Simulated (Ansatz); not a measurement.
HfGe:
```xyz
4
Lattice="-1.7413 1.7413 6.8418 1.7413 -1.7413 6.8418 1.7413 1.7413 -6.8418" Properties=species:S:1:pos:R:3 pbc="T T T"
Hf     0.0000     0.0000     0.0992
Hf     0.0000     1.7413     3.5201
Ge     0.0000     0.0000     5.5932
Ge     1.7413     0.0000     2.1723
```

Relaxed with PBE. Special points in fractions of this cell's reciprocal vectors: Γ (0.000, 0.000, 0.000); X (0.000, 0.000, 0.500); P (0.250, 0.250, 0.250); N (0.000, 0.500, 0.000); M (0.500, 0.500, -0.500); S (0.266, 0.734, -0.266); S0 (-0.266, 0.266, 0.266); R (-0.032, 0.032, 0.500); G (0.500, 0.500, -0.032).

Question: List the band energies nearest the Fermi level at these points for PBE (plane waves, PAW; program Ansatz).

Answer: In eV from the Fermi level; about four levels below and three above (degenerate sets whole), none deeper than 8.9 eV; points with the same levels are listed once.

```csv
k,below,above
Γ,-5.16 -1.50 -0.77 -0.54,0.08 0.08 0.65 0.65
X,-2.94 -2.94 -1.39 -1.39,0.24 0.24 3.73 3.73
P,-2.87 -2.87 -1.46 -1.46,0.30 0.30 3.57 3.57
N,-1.74 -1.19 -0.49 -0.22,0.52 1.06 2.08
M,-0.97 -0.97 -0.42 -0.42,1.89 1.89 3.31 3.31
S,-1.75 -0.95 -0.77 -0.20,0.52 1.18 1.92
R,-2.91 -2.91 -1.38 -1.38,0.26 0.26 3.64 3.64
```

Space group I4_1md. A made-up cell: these elements were put on the sites of a structure type; neither database checked (COD, Materials Project) lists it. Whether it is the stable phase at ambient conditions was not checked. The PBE relaxation kept the symmetry of its start; whether a distortion lowers the energy is not shown. No spin polarisation was allowed. Spin–orbit coupling is left out wherever it is not named.

Potentials: the earlier of the program's two PAW sets.
